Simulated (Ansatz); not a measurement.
The calculation used Ansatz, DFT PBE, scalar-relativistic, plane waves, PAW, and for the lanthanide a 4f-in-core norm-conserving potential. Settings: cutoffs of 660 to 770 eV as the potentials ask, Γ-centred meshes spaced at most about 0.3 Å⁻¹, and about 0.25 Å⁻¹ or finer for metals (2π included), Gaussian smearing. No spin polarisation in the final relaxations.

Each of these unrelaxed guesses is relaxed in cell and atoms within its symmetry. A guess keeps its type if space group and coordination stay and the shape of the cell changes little (axis ratios within about 15 %, angles within 6°); the volume may change.

1. NdBeF2

```
Nd Be F
1.0
     4.48978    0.00000    0.00000
    -2.24489    3.88827    0.00000
     0.00000    0.00000    5.34321
Nd Be F
1 1 2
Direct
  0.00000 0.00000 0.00000
  0.00000 0.00000 0.50000
  0.00000 0.00000 0.72688
  0.00000 0.00000 0.27312
```

2. Er4Se

```
Er Se
1.0
     3.95176    0.00000    0.00000
     0.00000    3.95176    0.00000
     0.00000    0.00000    8.04678
Er Se
4 1
Direct
  0.50000 0.50000 0.63090
  0.50000 0.50000 0.36910
  0.00000 0.00000 0.25440
  0.00000 0.00000 0.74560
  0.50000 0.50000 0.00000
```

3. Rb4ErP

```
Rb Er P
1.0
    -3.15204    3.15204    6.48487
     3.15204   -3.15204    6.48487
     3.15204    3.15204   -6.48487
Rb Er P
4 1 1
Cartesian
  0.0000 3.1520 3.2424
  3.1520 0.0000 3.2424
  0.0000 3.1520 0.0000
  3.1520 0.0000 0.0000
  0.0000 0.0000 0.0000
  0.0000 0.0000 6.4849
```

4. Pr4O

```
Pr O
1.0
     5.19168    0.00000    0.00000
     0.00000    5.19168    0.00000
     0.00000    0.00000    5.19168
Pr O
4 1
Direct
  0.25000 0.25000 0.25000
  0.75000 0.75000 0.25000
  0.25000 0.75000 0.75000
  0.75000 0.25000 0.75000
  0.00000 0.00000 0.00000
```

**Question.** Which keep their type?

**Answer.** Guesses 3 and 4 keep their type.

```csv
guess,kept,start group,end group,V start (Å³/atom),V end,"b/a and c/a, end over start",nearest neighbours start,nearest neighbours end
1,no,P6/mmm,P6/mmm,23.3,22.9,"1.00, 1.75","Be 2, F 1, Nd 2","Be 2, F 1, Nd 2"
2,no,P4/mmm,P4/mmm,25.1,29.0,"1.00, 1.66","Er 1/4, Se 2","Er 8/9, Se 8"
3,yes,I4/mmm,I4/mmm,43.0,61.4,"1.00, 1.11","Er 4, P 4, Rb 2/6","Er 4, P 4, Rb 2/6"
4,yes,P-43m,P-43m,28.0,33.2,"1.00, 1.00","O 4, Pr 1","O 4, Pr 1"
```

Neighbours count within 15 % of an atom's shortest distance; end groups are read at 0.02 Å (0.05 Å in metals).

In NdBeF2 P6/mmm an odd number of valence electrons (the lanthanide is held trivalent, its 4f shell in the core) allows no gap without spin; another valence of the lanthanide, a larger cell or a magnetic state could open one. A magnetic state wasn't ruled out in cells without spin, among them NdBeF2 P6/mmm. Cells relaxed within their symmetry can be saddle points.

The lanthanide is trivalent by construction, without f bands, f moments or other valences.

In counts of neighbours, a slash parts the counts of unlike sites.
